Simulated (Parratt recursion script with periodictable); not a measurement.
# How fast does roughness lower the EUV peak of a Si/Y multilayer on Si?

| layer, from the top | thickness (Å) | density (g/cm³) | rms roughness of its top face (Å) | δ at 13.5 nm | β at 13.5 nm |
|---|---|---|---|---|---|
| Si (in each period) | 35.2 | 2.313 | varied | 9.927 × 10⁻⁴ | 0.001813 |
| Y (in each period) | 35.2 | 4.371 | varied | 0.02576 | 0.002238 |
| Si (substrate) | – | 2.313 | 0 | 9.927 × 10⁻⁴ | 0.001813 |

The refractive index is n = 1 − δ + iβ; the runs take δ and β at each wavelength of the scan. Vacuum lies above.

Densities are inputs, not measurements. They were set from computed cells of the Materials Project: Si from entry mp-149 (Fd-3m, 2.313 g/cm³); Y from entry mp-112 (P6₃/mmc, 4.371 g/cm³). A layer's crystal structure does not enter its constants, only its composition and density.

Calculation: EUV and soft X-ray reflectivity, Parratt recursion, Névot-Croce roughness, Henke tables; Parratt recursion script with periodictable 1.7.1.

Light falls at α = 15° from the surface normal. R is the mean of s and p polarisation. The wavelength is scanned from 12.42 to 14.58 nm in 161 evenly spaced points, without smoothing. The peak is the highest scan point; its wavelength and height come from a parabola through R at that point and its two neighbours.

The pair is repeated 80 times. The runs differ only in σ, the roughness on top of both layers of each period; the substrate's stays as listed.

| σ (Å) | peak λ (nm) | peak R (%) |
|---|---|---|
| 0 | 13.416 | 55.0 |
| 3 | 13.416 | 53.6 |
| 9 | 13.415 | ? |

Estimate the peak reflectivity at σ = 9 Å from a line of ln R against σ², and compare with the factor exp[−(2πσ/D)²] for one weak reflection.

With R₀ = 55.0 % of the first row, ln(R/R₀) is 0.0000 at σ² = 0, −0.0258 at σ² = 9 Å². The line through them has slope −0.00287 Å⁻² and intercept 0.0000, which gives 43.6 % at σ² = 81 Å². For D = 70.4 Å, (2π/D)² = 0.00797 Å⁻², and that slope from the first row gives 28.8 %.

The run gave 41.5 %, so the line misses by 2.1 points. The fitted slope is 0.36 of (2π/D)² in size.
